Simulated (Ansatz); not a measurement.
YF$_{2}$:
```
CELL_PARAMETERS angstrom
      3.39099     0.00000     0.00000
     -1.69550     2.93668     0.00000
      0.00000     0.00000     9.36014
ATOMIC_POSITIONS crystal
  Y  0.00000 0.00000 0.25000
  Y  0.00000 0.00000 0.75000
  F  0.33333 0.66667 0.38734
  F  0.66667 0.33333 0.61266
  F  0.66667 0.33333 0.88734
  F  0.33333 0.66667 0.11266
```

Relaxed with r²SCAN+D4.

Q: Map the electron localisation function on the plane through (0.000, 0.000, 0.250) spanned by u = [0, 0, 1] and v = [1, -1, 0] in lattice vectors, from DFT-r²SCAN+D4 in the program Ansatz with PAW potentials.

A: x is the fraction of u, y of v (the angle between them is 90°; rows are the nearest grid lines); atoms in the plane: Y at (0.00, 0.00), Y at (0.50, 0.00), F at (0.14, 0.33), F at (0.36, 0.67), F at (0.64, 0.67), F at (0.86, 0.33).
```
|3699840000000004899669984000000000489963|
|5799830000000003899779983000000000389975|
|9997300000000000269999620000000000037999|
|9873000000001221025885201221000000003789|
|6531000000024665201331025664200000001356|
|3210000000147888730000378887410000000123|
|7653100000479988886116888899740000013567|
|9985200000589866887227886689850000025899|
|9986200001589865887227885689851000026899|
|8864100000479977886116887799740000014688|
|3311011000037888862002688887300001101133|
|1111233310014676531001356764100133321111|
|0013567641001333211111123331001467653100|
|0026888873000011011331101100003788886200|
|0168877997400000146886410000047997788610|
|0278856898510000268998620000158986588720|
|0278866898500000258998520000058986688720|
|0168888997400000135665310000047998888610|
|0003788874100000001221000000014788873000|
|4310256642000000013553100000002466520134|
|9852012210000000037887300000000122102589|
|9996200000000000379999730000000000026999|
|5799830000000003899779983000000000389975|
|3699840000000004899669984000000000489963|
```
Scale: ten equal steps from 0.007 (start of '0') to 0.889 (end of '9'), in the order '0123456789'; x runs from 0.000 to 1.00, y from 0.000 (bottom) to 1.00 (top).

The density is the valence pseudo-density with augmentation charge, so density and ELF within about 1 Å of a nucleus are not all-electron values.

Space group P6_3/mmc. The start of the workflow was typed in or built on a structure type; neither database checked (COD, Materials Project) lists it. Whether it is the stable phase at ambient conditions was not checked. The r²SCAN+D4 relaxation kept the symmetry of its start; its stability against distortions is not shown here. The run is not spin-polarised.

Potentials: the earlier of the program's two PAW sets. The files were generated under PBE; for other functionals the program regenerates the frozen cores, and for LDA and PBEsol the local potential too.
